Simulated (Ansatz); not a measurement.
BaO:
```cif
data_Ba2O2
_chemical_formula_sum 'Ba2 O2'
_space_group_name_H-M_alt 'P63/mmc'
_space_group_IT_number 194
_space_group_name_Hall '-P 6c 2c'
_cell_length_a 3.74644
_cell_length_b 3.74644
_cell_length_c 6.53816
_cell_angle_alpha 90.000
_cell_angle_beta 90.000
_cell_angle_gamma 120.000
loop_
_atom_site_label
_atom_site_type_symbol
_atom_site_symmetry_multiplicity
_atom_site_Wyckoff_symbol
_atom_site_fract_x
_atom_site_fract_y
_atom_site_fract_z
_atom_site_occupancy
Ba1 Ba 2 c 0.33333 0.66667 0.25000 1
O1 O 2 a 0.00000 0.00000 0.00000 1
```

Relaxed at zero pressure with the program Ansatz at the PBEsol level (PAW).

Task: The volume is raised by 9 % and shape and atoms relax at that volume. What pressure results, and how do the axes share the change?

Result: -5.4 GPa; a 3.1 %, b 3.1 %, c 2.5 %; the energy rises by 33 meV/atom.

Task: Give the new structure.

Result: 
Space group P6₃/mmc (No. 194); a = 3.863 Å, b = 3.863 Å, c = 6.703 Å, α = 90.00°, β = 90.00°, γ = 120.00°

```json
[
 {"atom": "Ba", "site": "2c", "symmetry": "-6m2", "x": "0.3333", "y": "0.6667", "z": "0.2500"},
 {"atom": "O", "site": "2a", "symmetry": "-3m.", "x": "0.0000", "y": "0.0000", "z": "0.0000"}
]
```

The phase is kept; no other phase was compared at this pressure.

Space group P6_3/mmc (NiAs type). The workflow started from a Materials Project entry (that database holds measured and hypothetical structures alike); the Crystallography Open Database copy checked does not list it. It is not the phase usual at ambient conditions (space group No. 225). The cell was relaxed with PBEsol under the symmetry of its start; whether a distortion lowers the energy is not shown. Scalar-relativistic: spin–orbit coupling is off unless named, which matters more the heavier the elements.

Potentials: the later of the program's two PAW sets.
